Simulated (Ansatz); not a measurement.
**Cd$_{3}$Pt, first-principles data**

Cd3Pt in space group I4/mmm (No. 139; Cd on 4d, Cd on 2b, Pt on 2a), a = b = 4.1361 Å, c = 8.6339 Å, α = β = γ = 90.00°; the cell used has 4 atoms.

Space group I4/mmm (No. 139); conventional cell a = 4.136 Å, b = 4.136 Å, c = 8.634 Å, α = 90.00°, β = 90.00°, γ = 90.00°.

Method: the program Ansatz at the r²SCAN level (PAW). The cell and atoms are relaxed at this level. Other levels are named where they apply.

**Cell and energy**

```
Property                                                      Result
-----------------------------------------------------  -------------
Volume per atom                                             18.46 Å³
Density                                                  11.97 g/cm³
Formation energy from the elements (no fitted shifts)  -0.25 eV/atom
```

**Electronic structure**

```
Property                                                                    Result
------------------------------------  --------------------------------------------
Electronic character                                             metallic (no gap)
Density of states at the Fermi level  0.27 states/eV per atom (mean over ±0.08 eV)
```

The workflow started from a Materials Project entry (that database holds measured and hypothetical structures alike); the Crystallography Open Database copy checked does not list it. With Cd and Pt taken as one species the cell has the higher symmetry Fm-3m, so it may be an ordered model of a mixed-site phase. Its standing as an ambient phase is unchecked. The cell was relaxed with r²SCAN under the symmetry of its start; its stability against distortions is not shown here. No spin polarisation was allowed. Axis ratios of metals converge slowly with the k-mesh, so a and c are less sure than the volume. The references are the lowest solids computed at this level, not always the standard phases. Scalar-relativistic: spin–orbit coupling is off unless named, which matters more the heavier the elements.

Potentials: the later of the program's two PAW sets.
